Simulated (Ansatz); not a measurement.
TiC:
```xyz
2
Lattice="0.0000 2.1665 2.1665 2.1665 0.0000 2.1665 2.1665 2.1665 0.0000" Properties=species:S:1:pos:R:3 pbc="T T T"
Ti     0.0000     0.0000     0.0000
C      2.1665     2.1665     2.1665
```

Relaxed with PBE. Special points in fractions of this cell's reciprocal vectors: Γ (0.000, 0.000, 0.000); X (0.500, 0.000, 0.500); U (0.625, 0.250, 0.625); K (0.375, 0.375, 0.750); L (0.500, 0.500, 0.500); W (0.500, 0.250, 0.750).

### Question
List the band energies nearest the Fermi level at these points for PBE in the plane-wave PAW code Ansatz.

### Answer
In eV from the Fermi level; about four levels below and three above (degenerate sets whole), none deeper than 8.9 eV; points with the same levels are listed once.

```
k                    below           above
-  -----------------------  --------------
Γ                        –  0.71 0.71 0.71
X  -3.42 -1.60 -0.03 -0.03  2.73 3.53 3.53
U        -3.46 -3.34 -1.71  1.47 3.15 3.84
L        -5.82 -2.89 -2.89  2.93 2.93 4.11
W        -3.13 -3.13 -2.69  2.80 2.80 3.54
```

Space group Fm-3m (rock salt). The PBE relaxation kept the symmetry of its start. No spin polarisation was allowed.

Potentials: the later of the program's two PAW sets.
